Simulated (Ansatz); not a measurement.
Relaxed-ion elastic tensor of InAs (zinc blende, space group No. 216) in GPa (Voigt order), r²SCAN (plane waves, PAW; program Ansatz); density 5.53 g/cm³, 28.49 Å³ per atom.

```
      1     2     3     4     5     6
-  ----  ----  ----  ----  ----  ----
1  83.0  45.2  45.2   0.0   0.0   0.0
2  45.2  83.0  45.2   0.0   0.0   0.0
3  45.2  45.2  83.0   0.0   0.0   0.0
4   0.0   0.0   0.0  37.9   0.0   0.0
5   0.0   0.0   0.0   0.0  37.9   0.0
6   0.0   0.0   0.0   0.0   0.0  37.9
```

**Question.** Is the crystal mechanically stable?

**Answer.** Yes: the smallest eigenvalue of C is 37.9 GPa.

**Question.** Work out the Voigt, Reuss and Hill averages.

**Answer.** K_V = 57.8, K_R = 57.8, K_H = 57.8; G_V = 30.3, G_R = 27.1, G_H = 28.7 GPa.

**Question.** Give Young's modulus, Poisson's ratio, Pugh's ratio and the universal anisotropy index.

**Answer.** E = 9KG/(3K + G) = 73.8 GPa; ν = 0.29; K/G = 2.02 (ductile by the Pugh limit of 1.75); A_U = 5G_V/G_R + K_V/K_R − 6 = 0.60.

**Question.** Estimate the sound speeds and the Debye temperature.

**Answer.** v_l = √((K + 4G/3)/ρ) = 4170 m/s, v_t = √(G/ρ) = 2280 m/s, mean 2540 m/s; Θ = (h/k)(3n/4πV)^(1/3) v_m = 248 K.

**Question.** Give the Zener ratio and Young's modulus along [100], [110] and [111].

**Answer.** A = 2C44/(C11 − C12) = 2.00; 1/E = S11 − 2(S11 − S12 − S44/2)Γ with Γ = 0, 1/4, 1/3 gives 51.2, 77.4, 93.2 GPa.

**Question.** Solve the Christoffel equation for the three sound speeds along [100], [110], [111].

**Answer.** Eigenvalues of C_ijkl n_j n_l equal ρv². In km/s, slowest first: [100] 2.62, 2.62, 3.88; [110] 1.85, 2.62, 4.29; [111] 2.14, 2.14, 4.43.

Space group F-43m (zinc blende). The r²SCAN relaxation kept the symmetry of its start.

Potentials: the later of the program's two PAW sets.
